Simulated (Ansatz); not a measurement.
Hf5Si3N:
Space group P6₃/mcm (No. 193); a = 7.7980 Å, b = 7.7980 Å, c = 5.5265 Å, α = 90.00°, β = 90.00°, γ = 120.00°

```
atom  site  symmetry       x       y       z
----  ----  --------  ------  ------  ------
Hf      6g       m2m  0.2353  0.2353  0.7500
Hf      4d       3.2  0.3333  0.6667  0.0000
Si      6g       m2m  0.4052  0.4052  0.2500
N       2b      -3.m  0.0000  0.0000  0.0000
```

Relaxed with r²SCAN.

Task: Which orbitals make up the states near the Fermi level in plane-wave PAW r²SCAN (Ansatz code)?

Result: Within 0.5 eV of the Fermi level: Hf 5d 82 %, Si 3p 10 %. Projections are on Löwdin-orthogonalised atomic valence shells; empty p or d shells of many metals are not among them.

Task: Tabulate the density of states.

Result: States/eV per cell of 18 atoms, in 0.25 eV bins, energy from the Fermi level.

| E (eV) | total | Hf 5d | Si 3p | N 2p |
|---|---|---|---|---|
| -7.85 | 4.61 | 1.54 | 0.27 | 0.18 |
| -7.60 | 1.83 | 0.59 | 0.09 | 0.09 |
| -7.35 | 0.96 | 0.31 | 0.03 | 0.04 |
| -7.10 | 0.02 | 0.01 | 0.00 | 0.00 |
| -6.85 | 0.41 | 0.12 | 0.03 | 0.19 |
| -6.60 | 1.68 | 0.48 | 0.12 | 0.76 |
| -6.35 | 3.80 | 1.10 | 0.60 | 1.38 |
| -6.10 | 6.76 | 1.95 | 1.44 | 2.00 |
| -5.85 | 8.42 | 2.45 | 1.50 | 2.85 |
| -5.60 | 7.47 | 2.27 | 1.22 | 2.59 |
| -5.35 | 5.07 | 1.63 | 0.66 | 2.00 |
| -5.10 | 6.11 | 1.86 | 1.28 | 2.23 |
| -4.85 | 9.76 | 2.89 | 1.58 | 4.39 |
| -4.60 | 6.35 | 2.13 | 2.29 | 0.96 |
| -4.35 | 6.46 | 2.12 | 2.16 | 1.35 |
| -4.10 | 7.69 | 2.44 | 2.76 | 1.61 |
| -3.85 | 13.31 | 4.56 | 4.90 | 2.55 |
| -3.60 | 9.79 | 3.81 | 3.87 | 1.15 |
| -3.35 | 8.00 | 3.51 | 2.93 | 0.89 |
| -3.10 | 11.05 | 4.78 | 4.64 | 0.77 |
| -2.85 | 14.76 | 6.22 | 6.81 | 0.77 |
| -2.60 | 11.73 | 4.86 | 5.58 | 0.57 |
| -2.35 | 9.37 | 3.38 | 4.57 | 0.57 |
| -2.10 | 7.95 | 3.35 | 3.68 | 0.19 |
| -1.85 | 16.34 | 9.60 | 5.33 | 0.39 |
| -1.60 | 12.22 | 7.44 | 3.51 | 0.42 |
| -1.35 | 8.12 | 5.14 | 2.05 | 0.34 |
| -1.10 | 6.68 | 4.98 | 0.99 | 0.26 |
| -0.85 | 7.29 | 5.98 | 0.64 | 0.15 |
| -0.60 | 8.93 | 7.44 | 0.82 | 0.17 |
| -0.35 | 10.01 | 8.08 | 1.14 | 0.19 |
| -0.10 | 6.77 | 5.59 | 0.64 | 0.13 |
| 0.15 | 4.28 | 3.59 | 0.35 | 0.09 |
| 0.40 | 5.73 | 4.72 | 0.44 | 0.16 |
| 0.65 | 8.42 | 6.73 | 0.65 | 0.30 |
| 0.90 | 8.19 | 6.48 | 0.63 | 0.28 |
| 1.15 | 5.97 | 4.69 | 0.49 | 0.18 |
| 1.40 | 6.98 | 5.47 | 0.57 | 0.17 |
| 1.65 | 6.45 | 4.93 | 0.52 | 0.15 |
| 1.90 | 6.57 | 5.03 | 0.57 | 0.15 |
| 2.15 | 9.64 | 7.49 | 0.71 | 0.18 |
| 2.40 | 10.58 | 8.24 | 0.68 | 0.23 |
| 2.65 | 13.67 | 10.44 | 0.91 | 0.35 |
| 2.90 | 12.04 | 9.28 | 0.72 | 0.34 |
| 3.15 | 12.36 | 9.33 | 0.83 | 0.37 |
| 3.40 | 12.19 | 8.98 | 0.88 | 0.38 |
| 3.65 | 11.44 | 8.13 | 0.89 | 0.36 |
| 3.90 | 11.27 | 8.03 | 0.90 | 0.30 |
| 4.15 | 11.64 | 8.08 | 1.06 | 0.34 |
| 4.40 | 17.12 | 11.67 | 1.50 | 0.49 |
| 4.65 | 16.72 | 11.35 | 1.64 | 0.36 |

Space group P6_3/mcm. The workflow started from a Materials Project entry (that database holds measured and hypothetical structures alike); the Crystallography Open Database copy checked does not list it. Whether it is the stable phase at ambient conditions was not checked. The cell was relaxed with r²SCAN under the symmetry of its start; its stability against distortions is not shown here. The run is not spin-polarised. Spin–orbit coupling is left out wherever it is not named.

Potentials: the later of the program's two PAW sets.
